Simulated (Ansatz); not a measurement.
Ni$_{2}$Ge:
```xyz
6
Lattice="3.9780 0.0000 0.0000 -1.9890 3.4451 0.0000 0.0000 0.0000 5.0370" Properties=species:S:1:pos:R:3 pbc="T T T"
Ni     1.9890     1.1484     1.2593
Ni     0.0000     2.2967     3.7778
Ni     0.0000     0.0000     0.0000
Ni     0.0000     0.0000     2.5185
Ge     1.9890     1.1484     3.7778
Ge     0.0000     2.2967     1.2593
```

Relaxed with r²SCAN. Special points in fractions of this cell's reciprocal vectors: Γ (0.000, 0.000, 0.000); M (0.500, 0.000, 0.000); K (0.333, 0.333, 0.000); A (0.000, 0.000, 0.500); L (0.500, 0.000, 0.500); H (0.333, 0.333, 0.500).

### Question
List the band energies nearest the Fermi level at these points for plane-wave PAW r²SCAN (Ansatz code).

### Answer
In eV from the Fermi level; about four levels below and three above (degenerate sets whole), none deeper than 8.9 eV; points with the same levels are listed once.

| k | below | above |
|---|---|---|
| Γ | -1.26 -1.26 -1.05 -0.61 -0.61 | 0.11 2.45 2.80 2.80 |
| M | -1.20 -1.05 -0.66 -0.56 | 0.78 1.81 3.24 |
| K | -1.49 -1.49 -1.11 -1.11 -0.56 | 0.48 0.48 1.18 1.18 |
| A | -1.17 -1.17 -1.17 -1.17 | 1.63 1.63 3.35 3.35 3.35 3.35 |
| L | -1.22 -1.22 -0.88 -0.88 | 0.92 0.92 2.72 2.72 |
| H | -1.13 -1.13 -0.23 -0.23 | 5.53 5.53 6.74 6.74 |

Space group P6_3/mmc. The workflow started from a Materials Project entry (that database holds measured and hypothetical structures alike); the Crystallography Open Database copy checked does not list it. Its standing as an ambient phase is unchecked. The cell was relaxed with r²SCAN under the symmetry of its start; its stability against distortions is not shown here. The run is not spin-polarised. Spin–orbit coupling is left out wherever it is not named.

Potentials: the later of the program's two PAW sets.
